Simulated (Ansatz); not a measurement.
**Band structure of SnO**

```
Sn O
1.0
     3.80200    0.00000    0.00000
     0.00000    3.80200    0.00000
     0.00000    0.00000    4.83600
Sn O
2 2
Direct
  0.00000 0.50000 0.23850
  0.50000 0.00000 0.76150
  0.00000 0.00000 0.00000
  0.50000 0.50000 0.00000
```

Atom numbers follow the list: Sn1, Sn2, O3, O4.

The cell comes from COD entry 9008956, which wasn't checked; take it as a given geometry.

Spin–orbit coupling is left out, though it moves levels of the heavy atoms by tenths of an eV or more.

These are results of Ansatz 0.2.0, DFT, LDA, all-electron LAPW, scalar-relativistic, not measurements.

Settings: a Γ-centred 6×6×5 k mesh, Fermi–Dirac smearing of 0.02 eV, basis error target 0.5 meV/atom, no spin polarisation.

Points in fractions of the reciprocal vectors of this cell: Γ (0, 0, 0), X (0, 0.5, 0), M (0.5, 0.5, 0), Z (0, 0, 0.5), R (0, 0.5, 0.5), A (0.5, 0.5, 0.5). The path runs Γ–X–M–Γ–Z–R–A–Z–X. Energies are in eV from the top of the valence band; (×n) counts levels within 4 meV of each other, which need not be degenerate by symmetry.

Question: Metal or insulator at this level of theory?

Answer: An insulator or semiconductor: gap 0.09 eV, indirect from the line M (0.5, 0.5, 0)–Γ to M (0.5, 0.5, 0) (so small a gap may close at points that the mesh and path miss).

Question: Tabulate bands 36 to 43, counted from the lowest band of the run, along the path.

Answer: 
```csv
k (1/Å),point,band 36,band 37,band 38,band 39,band 40,band 41,band 42,band 43
0.00,Γ,-6.26,-3.43,-3.12,-3.12,-0.01,2.12,4.29,4.69
0.12,,-6.23,-3.51,-3.17,-3.16,0.00,2.28,4.00,4.63
0.24,,-6.12,-3.73,-3.30,-3.29,-0.04,2.70,3.36,4.78
0.35,,-5.96,-3.99,-3.52,-3.45,-0.26,2.90,3.22,4.83
0.47,,-5.74,-4.19,-3.79,-3.57,-0.75,2.75,3.58,4.77
0.59,,-5.46,-4.41,-4.12,-3.51,-1.40,2.82,3.55,5.14
0.71,,-5.15,-4.68,-4.46,-3.19,-2.07,2.97,3.36,5.63
0.83,X,-4.99,-4.81,-4.81,-2.69,-2.69,3.16,3.16,5.88
0.94,,-5.13,-4.56,-4.56,-2.66,-2.66,3.06,3.06,5.55
1.06,,-5.23,-4.16,-4.16,-2.58,-2.58,2.73,2.73,5.18
1.18,,-5.24,-3.71,-3.71,-2.45,-2.45,2.19,2.19,4.91
1.30,,-5.22,-3.26,-3.26,-2.32,-2.32,1.53,1.53,4.72
1.42,,-5.18,-2.83,-2.83,-2.18,-2.18,0.86,0.86,4.56
1.53,,-5.14,-2.54,-2.54,-2.01,-2.01,0.32,0.32,4.46
1.65,M,-5.13,-2.44,-2.44,-1.90,-1.90,0.09,0.09,4.42
1.82,,-5.07,-2.74,-2.47,-2.40,-1.77,0.32,0.67,4.41
1.99,,-4.88,-3.44,-3.22,-2.55,-1.41,0.86,1.68,4.36
2.15,,-4.58,-4.26,-3.89,-2.66,-0.94,1.54,2.66,4.23
2.32,,-5.04,-4.23,-4.19,-2.79,-0.44,2.34,3.43,4.01
2.49,,-5.69,-3.94,-3.87,-2.92,-0.10,3.12,3.23,3.86
2.65,,-6.11,-3.57,-3.40,-3.04,0.00,2.42,4.03,4.16
2.82,Γ,-6.26,-3.43,-3.12,-3.12,-0.01,2.12,4.29,4.69
2.91,,-6.25,-3.43,-3.12,-3.12,-0.05,2.03,4.33,4.46
3.01,,-5.94,-3.44,-3.12,-3.12,-0.18,1.85,4.06,4.06
3.10,,-5.35,-3.45,-3.12,-3.12,-0.43,1.67,3.68,3.68
3.19,,-4.72,-3.47,-3.13,-3.13,-0.82,1.58,3.36,3.36
3.29,,-4.08,-3.48,-3.13,-3.13,-1.32,1.56,3.12,3.12
3.38,,-3.49,-3.48,-3.13,-3.13,-1.85,1.58,2.97,2.97
3.47,Z,-3.50,-3.13,-3.13,-3.13,-2.18,1.59,2.92,2.92
3.59,,-3.84,-3.51,-3.18,-2.51,-2.16,1.72,2.41,2.97
3.71,,-4.55,-3.64,-3.31,-2.12,-2.00,1.79,2.08,3.14
3.82,,-5.27,-3.87,-3.52,-2.06,-1.65,1.42,2.57,3.41
3.94,,-5.65,-4.20,-3.80,-1.98,-1.52,1.39,3.04,3.78
4.06,,-5.39,-4.61,-4.11,-1.90,-1.54,1.66,3.24,4.24
4.18,,-5.10,-5.04,-4.44,-1.81,-1.62,2.09,3.03,4.78
4.30,R,-5.45,-4.78,-4.78,-1.72,-1.72,2.58,2.58,5.39
4.42,,-5.65,-4.49,-4.49,-1.75,-1.75,2.61,2.61,5.08
4.53,,-5.88,-3.99,-3.99,-1.84,-1.84,2.68,2.68,4.46
4.65,,-5.95,-3.49,-3.49,-2.00,-2.00,2.77,2.77,3.90
4.77,,-5.89,-3.06,-3.06,-2.22,-2.22,2.76,2.76,3.61
4.89,,-5.76,-2.72,-2.72,-2.45,-2.45,2.59,2.59,3.69
5.01,,-5.65,-2.64,-2.64,-2.51,-2.51,2.43,2.43,3.90
5.12,A,-5.60,-2.71,-2.71,-2.44,-2.44,2.38,2.38,4.02
5.29,,-5.52,-2.69,-2.63,-2.52,-2.47,2.41,2.58,3.47
5.46,,-5.29,-3.32,-2.55,-2.40,-2.21,2.49,2.63,3.17
5.62,,-4.94,-4.12,-2.66,-2.08,-2.04,1.90,2.61,3.75
5.79,,-4.91,-4.51,-2.78,-2.02,-1.81,1.47,2.73,3.32
5.96,,-5.23,-4.06,-2.91,-2.08,-1.86,1.55,2.51,2.84
6.13,,-4.13,-3.68,-3.05,-2.34,-2.15,1.85,2.19,2.90
6.29,Z,-3.50,-3.13,-3.13,-3.13,-2.18,1.59,2.92,2.92
6.44,,-3.94,-3.53,-3.18,-2.81,-1.77,1.71,2.48,3.02
6.59,,-4.75,-3.68,-3.31,-2.88,-1.10,1.89,2.23,3.33
6.74,,-5.41,-3.91,-3.52,-3.04,-0.75,1.93,2.70,3.80
6.89,,-5.70,-4.17,-3.79,-3.20,-0.88,2.23,3.28,4.40
7.04,,-5.45,-4.44,-4.11,-3.27,-1.36,2.61,3.49,5.04
7.19,,-5.15,-4.71,-4.46,-3.13,-2.04,2.93,3.34,5.58
7.34,X,-4.99,-4.81,-4.81,-2.69,-2.69,3.16,3.16,5.88
```

Kohn–Sham gaps of semilocal functionals usually fall short of measured ones.
